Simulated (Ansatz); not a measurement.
**TiSi2 (C49 type, space group Cmcm): scan of one atom of the cell**

Starting cell, TiSi2 (C49 type, space group Cmcm):

```yaml
crystal:
  lattice:
    - [1.77307, -6.78170, 0.00000]
    - [1.77307, 6.78170, 0.00000]
    - [0.00000, 0.00000, 3.57984]
  atoms:
    - { symbol: Si, position: [0.94083, 0.05917, 0.75000] }
    - { symbol: Si, position: [0.05917, 0.94083, 0.25000] }
    - { symbol: Si, position: [0.25028, 0.74972, 0.75000] }
    - { symbol: Si, position: [0.74972, 0.25028, 0.25000] }
    - { symbol: Ti, position: [0.60319, 0.39681, 0.75000] }
    - { symbol: Ti, position: [0.39681, 0.60319, 0.25000] }
```

In this cell atom 1 (Si, nearest neighbour Si at 2.404 Å; its periodic images, 3.5 Å or more away, move with it) is moved by s along Cartesian [111], unit vector (0.577, 0.577, 0.577); all other atoms and the cell stay fixed.

Method: PBE (plane waves to 420 eV, PAW, scalar-relativistic; Ansatz, a first-principles code). k mesh 11×11×11 (Γ-centred), Fermi-Dirac smearing 0.05 eV. The energy includes the smearing's −TS. Compression counts positive. Left out: 1 of 11 points, with atoms too close for the PAW data. With partly filled bands, energies and forces of such displacements shift with the k mesh and the smearing. F∥ is the force on the atom along that direction. F⊥ is the part of the force across the line. This is one of several known forms of TiSi2; the measured ambient cells at hand have space group No. 70. TiSi2 is run without spin polarisation. TiSi2 was relaxed with its symmetry unable to fall. ΔE is measured from the undisplaced structure.

| s (Å) | ΔE (eV/cell) | |F⊥| (eV/Å) | P (GPa) | F∥ (eV/Å) |
|---|---|---|---|---|
| -0.720 | 3.654 | 5.862 | 17.0 | 12.058 |
| -0.576 | 2.166 | 3.566 | 10.9 | 8.688 |
| -0.432 | 1.128 | 2.039 | 6.2 | 5.813 |
| -0.288 | 0.467 | 1.052 | 3.0 | 3.460 |
| -0.144 | 0.110 | 0.423 | 1.0 | 1.566 |
| 0.000 | 0.000 | 0.000 | 0.0 | 0.000 |
| 0.144 | 0.102 | 0.361 | 0.0 | -1.411 |
| 0.288 | 0.408 | 0.815 | 1.0 | -2.865 |
| 0.432 | 0.941 | 1.525 | 2.9 | -4.607 |
| 0.576 | 1.763 | 2.681 | 5.9 | -6.938 |

Key numbers:

| Property | Result |
|---|---|
| Energy at s = 0.576 Å | 1763 meV/cell |
| Force along the line at s = -0.720 Å | 12.1 eV/Å |
| Symmetry of the curve | not even: the negative side lies higher at ±0.576 Å |
| Shape of the curve | a single well with its minimum at or next to zero displacement |
| Force constant k = d²E/ds² at s = 0 (finite differences) | 10.1 eV/Å² |
| Harmonic estimate at the end of the scan | ½ks² = 1679 meV/cell against the computed 1763 meV/cell, so the well is stiffer than harmonic there |

(For displaced atoms, the force is minus the slope of the energy, and its curvature is a force constant, which sets phonon frequencies.)
